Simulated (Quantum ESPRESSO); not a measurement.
Kohn-Sham bands of TaAs (I4₁md)

```xyz
4
Lattice="0.0000 -3.4436 0.0000 3.4436 0.0000 0.0000 -1.7218 1.7218 5.8679" Properties=species:S:1:pos:R:3 pbc="T T T"
Ta    -1.7218     0.0000     2.9336
Ta     1.7218    -1.7218    -0.0004
As     1.7218     0.0000    -1.9642
As     0.0000     0.0000     0.9697
```

Structure: Materials Project mp-1936, symmetrised, not relaxed again. Not found in the COD (Crystallography Open Database) copy used; not checked further. Computed values, not measurements, from PBEsol: Quantum ESPRESSO (norm-conserving PseudoDojo potentials, cutoff 68 Ry, spinors with spin-orbit coupling) on a Γ-centred 4×4×4 mesh, then Wannier90. Density: 10×10×10 mesh, cold smearing 0.01 Ry.

Energies are relative to the Fermi level; weights are on the orthonormalised atomic waves of the pseudopotential files, averaged over the group. 56 electrons a cell are treated as valence.

```tsv
bands	from (eV)	to (eV)	filling	weight on atomic waves
1–4	-68.17	-68.16	filled	[?]
5–8	-41.12	-41.05	filled	[?]
9–16	-36.29	-36.25	filled	[?]
17–28	-35.56	-35.51	filled	[?]
29–36	-32.56	-32.22	filled	[?]
37–40	-14.03	-11.06	filled	[?]
```

Problem. Which atomic shells make up each group?

Solution. 
- 1–4, weight on atomic waves: Ta 5s 97 %
- 5–8, weight on atomic waves: Ta 5p 99 %
- 9–16, weight on atomic waves: As 3d 100 %
- 17–28, weight on atomic waves: As 3d 100 %
- 29–36, weight on atomic waves: Ta 5p 98 %
- 37–40, weight on atomic waves: As 4s 66 %, Ta 5d 16 %, Ta 6s 12 %

No gap over 0.05 eV opens at the Fermi level at this level of theory.
